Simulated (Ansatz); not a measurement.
GaAs:
```yaml
crystal:
  lattice:
    - [6.98794, 0.00000, 0.00000]
    - [0.00000, 6.98794, 0.00000]
    - [0.00000, 0.00000, 6.98794]
  atoms:
    - { symbol: Ga, position: [0.25000, 0.00000, 0.50000] }
    - { symbol: Ga, position: [0.50000, 0.25000, 0.00000] }
    - { symbol: Ga, position: [0.50000, 0.75000, 0.00000] }
    - { symbol: Ga, position: [0.75000, 0.00000, 0.50000] }
    - { symbol: Ga, position: [0.00000, 0.50000, 0.75000] }
    - { symbol: Ga, position: [0.00000, 0.50000, 0.25000] }
    - { symbol: As, position: [0.25000, 0.50000, 0.00000] }
    - { symbol: As, position: [0.00000, 0.25000, 0.50000] }
    - { symbol: As, position: [0.00000, 0.75000, 0.50000] }
    - { symbol: As, position: [0.75000, 0.50000, 0.00000] }
    - { symbol: As, position: [0.50000, 0.00000, 0.75000] }
    - { symbol: As, position: [0.50000, 0.00000, 0.25000] }
```

Relaxed with r²SCAN.

**Question.** Give the Bader charges and basin volumes of the independent atoms, plane-wave PAW r²SCAN (Ansatz code).

**Answer.** 

| atom | Bader charge (e) | Bader volume (Å³) |
|---|---|---|
| Ga1 | +0.76 | 18.6 |
| As7 | -0.76 | 32.8 |

Space group Pm-3n. The start of the workflow was typed in or built on a structure type; neither database checked (COD, Materials Project) lists it. It is not the phase usual at ambient conditions (space group No. 216). The r²SCAN relaxation kept the symmetry of its start; whether a distortion lowers the energy is not shown. The volume moved by 22 % from the start of the relaxation.

Potentials: the later of the program's two PAW sets.
